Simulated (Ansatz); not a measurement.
Given:

Pd (fcc, Cu type)

```cif
data_Pd
_chemical_formula_sum 'Pd1'
_space_group_name_H-M_alt 'P 1'
_space_group_IT_number 1
_cell_length_a 2.74056
_cell_length_b 2.74056
_cell_length_c 2.74056
_cell_angle_alpha 60.000
_cell_angle_beta 60.000
_cell_angle_gamma 60.000
loop_
_space_group_symop_operation_xyz
  'x, y, z'
loop_
_atom_site_label
_atom_site_type_symbol
_atom_site_fract_x
_atom_site_fract_y
_atom_site_fract_z
_atom_site_occupancy
Pd1 Pd 0.00000 0.00000 0.00000 1
```

Equation-of-state scan: isotropic scaling of the cell above, V₀ being its volume. Symmetry pins the atoms to their sites.

All values below come from PBEsol (plane waves to 420 eV, PAW, scalar-relativistic; Ansatz, an electronic-structure program). k mesh 21×21×21 (Γ-centred), Fermi-Dirac smearing 0.05 eV. Energies are smeared free energies. Compression counts positive. Pd is run without spin polarisation. Pd was relaxed with its symmetry unable to fall. ΔE is measured from the relaxed starting cell.

The scan covers V/V₀ from 0.900 to 1.100 in 9 points.

Problem. What pressure does the cell carry at V/V₀ = 0.900?

Solution. 28.6 GPa.

Problem. What is ΔE at V/V₀ = 0.900?

Solution. 116 meV/atom.

Problem. What is ΔE at V/V₀ = 1.100?

Solution. 75 meV/atom.

(A scan under strain: stresses follow from slopes of the energy per volume, elastic moduli from its curvatures.)
